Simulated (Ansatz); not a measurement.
Level of theory: DFT PBE, scalar-relativistic, plane waves, PAW in Ansatz 0.2.0. Settings: cutoff 420 eV, Γ-centred meshes spaced at most about 0.3 Å⁻¹, and about 0.25 Å⁻¹ or finer for metals (2π included), Gaussian smearing. Collinear spin in cells that started with moments and kept them past the coarse steps, no spin elsewhere.

These are static total energies at zero pressure. All come from trial cells, and lower structures may exist.

Question: These unrelaxed guesses for Al3NiIr are each relaxed within their symmetry. Order them by the energy at which they end, lowest first.
A.

```
CELL_PARAMETERS angstrom
3.90059 0.00000 0.00000
0.00000 3.90059 0.00000
0.00000 0.00000 3.90059
ATOMIC_POSITIONS crystal
Al 0.50000 0.50000 0.00000
Al 0.50000 0.00000 0.50000
Al 0.00000 0.50000 0.50000
Ni 0.50000 0.50000 0.50000
Ir 0.00000 0.00000 0.00000
```

B.

```
CELL_PARAMETERS angstrom
3.94189 0.00000 0.00000
0.00000 3.94189 0.00000
0.00000 0.00000 3.94189
ATOMIC_POSITIONS crystal
Al 0.50000 0.00000 0.00000
Al 0.00000 0.50000 0.00000
Al 0.00000 0.00000 0.50000
Ni 0.50000 0.50000 0.50000
Ir 0.00000 0.00000 0.00000
```

C.

```
CELL_PARAMETERS angstrom
3.16212 0.00000 0.00000
-1.58106 2.73847 0.00000
0.00000 0.00000 5.27481
ATOMIC_POSITIONS crystal
Al 0.50000 0.00000 0.00000
Al 0.00000 0.50000 0.00000
Al 0.50000 0.50000 0.00000
Ni 0.00000 0.00000 0.50000
Ir 0.00000 0.00000 0.00000
```

Answer: A (ends in Pm-3m, antiperovskite type, 0 meV/atom), B (ends in Pm-3m, antiperovskite type, 26 meV/atom), C (ends in P6/mmm, 43 meV/atom). Even the lowest end lies +0.18 eV/atom against the elements.

Spin–orbit coupling, which can matter for Ir, is left out. The magnetic state reached may not be the lowest. Trial moments died out on the coarse mesh in Pm-3m; another magnetic start might hold. Cells relaxed within their symmetry can be saddle points. Some structure types and database cells were kept out of the candidates from the start, so a known form may be missing.
